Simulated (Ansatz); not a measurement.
# Field gradients of HfSiO₄ from run to run

Cell of run 1: an entry of the Crystallography Open Database (COD), taken as it stands.

```cif
data_HfSiO4
_symmetry_space_group_name_H-M 'I4_1/amd:1'
_symmetry_Int_Tables_number 141
_cell_length_a 6.5725
_cell_length_b 6.5725
_cell_length_c 5.9632
_cell_angle_alpha 90.000
_cell_angle_beta 90.000
_cell_angle_gamma 90.000
loop_
_atom_site_label
_atom_site_type_symbol
_atom_site_symmetry_multiplicity
_atom_site_Wyckoff_symbol
_atom_site_fract_x
_atom_site_fract_y
_atom_site_fract_z
Hf Hf 4 a 0.0000 0.5000 0.2500
Si Si 4 b 0.5000 0.0000 0.2500
O O 16 h 0.5000 0.3155 0.8198
```

One atom of each set is listed; the run and its k-mesh use a cell of 12 atoms with edges of 5.52, 5.52, 5.52 Å.

Relaxed positions (PBE, cell held):

Hf (0.0000, 0.5000, 0.2500)
Si (0.5000, 0.0000, 0.2500)
O (0.5000, 0.3147, 0.8193)

All runs are DFT with Ansatz 0.2.0 (plane waves and PAW, scalar-relativistic unless spin–orbit coupling is named, Γ-centred meshes, Fermi–Dirac smearing where given) in this cell.

Run 1: PBE, gradients read without the response of the cores, atoms as given; 420 eV, 5×5×5 k-points, smearing 0.02 eV.
Run 2: PBE, gradients read without the response of the cores, atoms relaxed; 420 eV, 5×5×5 k-points, smearing 0.02 eV.
Run 3: r2SCAN, gradients read without the response of the cores, at the relaxed atoms; 500 eV, 5×5×5 k-points, smearing 0.02 eV.

```
run   Hf V_zz (η)   Si V_zz (η)   O V_zz (η)
  1  12.60 (0.00)  -2.04 (0.00)  4.85 (0.87)
  2  13.77 (0.00)  -1.98 (0.00)  4.96 (0.85)
  3             ?             ?            ?
```

V_zz in 10²¹ V/m².

Q: Estimate the row of run 3.

A: Hf: 14.21 (0.00); Si: -2.05 (0.00); O: 4.94 (0.82). It lies nearest to run 2, from whose tensors on these sites it differs by 0.45 at most (largest principal value of the difference, on Hf). Taken one at a time, the positions of the atoms (as given or relaxed) move the tensors on these sites by up to 1.16 (largest principal value of the change, on Hf), the functional (r2SCAN with its higher cutoff) by 0.45 (Hf).

Without spin–orbit coupling the gradients at and beside Hf can be off by some per cent, at some sites by more. In runs 1, 3 the atoms aren't at the calculated equilibrium (largest force 0.34, 0.31 eV/Å). The cell isn't the equilibrium one in runs 1, 2 (calculated pressure 7, 7 GPa), and the entry's cell may itself be off.
